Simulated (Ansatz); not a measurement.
**C: clamped-ion strain scan**

All numbers below come from DFT r2SCAN, scalar-relativistic, plane waves, PAW (Ansatz). The runs took a 500 eV cutoff, a Γ-centred 14×14×14 mesh and Gaussian smearing (0.05 eV). No spin polarisation. Energies are free energies at this smearing, counted from the undisturbed cell; pressure is positive in compression.

Reference structure (relaxed at this level; this form isn't the usual structure):

```xyz
2
Lattice="0.0000 2.1268 3.5618 1.2279 0.0000 3.5618 1.2279 2.1268 0.0000" Properties=species:S:1:pos:R:3 pbc="T T T"
C     1.2279    0.7091    3.5618
C     1.2279    3.5444    3.5618
```

The cell holds layers and no dispersion correction was added, so their binding is poorly described.

The cell is strained by ε times the Voigt pattern (1, 0, 0, 0, 0, 0) (xx, yy, zz, yz, xz, xy; engineering shear) with fractional coordinates fixed.

```tsv
ε	ΔE (meV/atom)
-0.0600	125.7
-0.0450	68.5
-0.0300	29.5
-0.0150	7.2
0.0000	0.0
0.0150	6.7
0.0300	26.1
0.0450	56.8
0.0525	76.0
0.0600	97.5
```

**Question.** Predict the pressure (GPa) at each point.

**Answer.**
| ε | pressure (GPa) |
| --- | --- |
| -0.0600 | 29.5 |
| -0.0450 | 21.1 |
| -0.0300 | 13.4 |
| -0.0150 | 6.4 |
| 0.0000 | 0.0 |
| 0.0150 | -5.8 |
| 0.0300 | -11.0 |
| 0.0450 | -15.7 |
| 0.0525 | -17.9 |
| 0.0600 | -19.9 |

Cost: 10 runs of about 1.3 core-minutes in all, on Intel Xeon Processor @ 2.70GHz (shared hosts).